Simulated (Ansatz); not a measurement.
V2O5 under strain: Field gradients at the nuclei

The cell is a refined structure from the COD, relaxed with PBE at fixed cell and then changed (z compressed by 3 %, ions relaxed).

```yaml
crystal:
  lattice:
    - [3.56400, 0.00000, 0.00000]
    - [0.00000, 11.51200, 0.00000]
    - [0.00000, 0.00000, 4.23696]
  atoms:
    - { symbol: V, position: [0.00000, 0.85144, 0.11286] }
    - { symbol: V, position: [0.00000, 0.14856, 0.11286] }
    - { symbol: V, position: [0.50000, 0.35144, 0.88714] }
    - { symbol: V, position: [0.50000, 0.64856, 0.88714] }
    - { symbol: O, position: [0.00000, 0.85434, 0.48712] }
    - { symbol: O, position: [0.00000, 0.14566, 0.48712] }
    - { symbol: O, position: [0.50000, 0.35434, 0.51288] }
    - { symbol: O, position: [0.50000, 0.64566, 0.51288] }
    - { symbol: O, position: [0.00000, 0.68073, 0.99461] }
    - { symbol: O, position: [0.00000, 0.31927, 0.99461] }
    - { symbol: O, position: [0.50000, 0.18073, 0.00539] }
    - { symbol: O, position: [0.50000, 0.81927, 0.00539] }
    - { symbol: O, position: [0.00000, 0.00000, 0.00250] }
    - { symbol: O, position: [0.50000, 0.50000, 0.99750] }
```

Atom numbers follow the list; atoms alike are taken as one site, whose name carries the number of the first.

The numbers come from a DFT calculation in Ansatz (PBE, plane waves and PAW, scalar-relativistic, 420 eV cutoff, Γ-centred 7×2×6 k-points, Fermi–Dirac smearing 0.02 eV).

C_Q = eQV_zz/h, which is 24.18 MHz for Q = 1 b and V_zz = 10²¹ V/m²; η = (V_xx − V_yy)/V_zz.

51V: I = 7/2, Q = -52.00 mb; 17O: I = 5/2, Q = -25.58 mb. Nuclear quadrupole moments: year-2017 set (Pyykkö).

Task: Which values are expected at the nuclei?

Result: 

```
site  atoms (order as listed)                first shell  V_zz (10²¹ V/m²)     η  C_Q (MHz)
   V               1, 2, 3, 4         5 O at 1.59–2.03 Å             -0.79  0.54      0.996
  O5               5, 6, 7, 8              1 V at 1.59 Å             -1.12  0.72      0.695
  O9            9, 10, 11, 12         3 V at 1.88–2.03 Å             -5.26  0.68       3.25
 O13                   13, 14  2 V at 1.77 Å, angle 149°             -6.10  0.01       3.77
```

At O13 V_zz points along the bisector of its two bonds (within 1°).

The relaxation (6 steps) took 43 s of wall time (2.5 min of CPU time) and 0.85 GiB at its peak, on 4 threads of Intel Xeon Platinum 8259CL CPU @ 2.50GHz (Skylake/Cascade Lake) (x86_64; 16 cores open to the job, memory cap 8.0 GiB, no GPU), a shared host with a load of 0.4 a core.
